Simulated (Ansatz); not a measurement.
Values for one crystal, relaxed and computed with r²SCAN (plane waves, PAW; program Ansatz); other levels are named.

```yaml
volume_per_atom: 19.08 Å³
electronic_character: metallic (no gap)
Elastic constants (relaxed ions, GPa): C11 = 508, C12 = 26.7, C44 = -90.9
mechanical_stability: unstable (C has a negative eigenvalue)
Bulk modulus (Birch–Murnaghan fit): 188 GPa
Gap with spin–orbit coupling: none (metallic)
Formation energy from the elements (no fitted shifts): 121 kJ/mol of atoms
```

Question: Which compound is it?
A) TaW, rock salt
B) AlNi, rock salt
C) ReW, CsCl type
D) TaAl, L1₀ or tetragonal B2

Answer: A, TaW, rock salt

Space group Fm-3m (rock salt). The start of the workflow was typed in or built on a structure type; neither database checked (COD, Materials Project) lists it. Its standing as an ambient phase is unchecked. The cell was relaxed with r²SCAN under the symmetry of its start. No spin polarisation was allowed. Its formation energy is positive at this level, so the cell may be metastable or incomplete. As this level gives no gap, shear constants depend on the k-mesh and smearing (Fermi–Dirac, 0.1 eV here). The references are the lowest solids computed at this level, not always the standard phases. Scalar-relativistic: spin–orbit coupling is off unless named, which matters more the heavier the elements.

Potentials: the earlier of the program's two PAW sets.
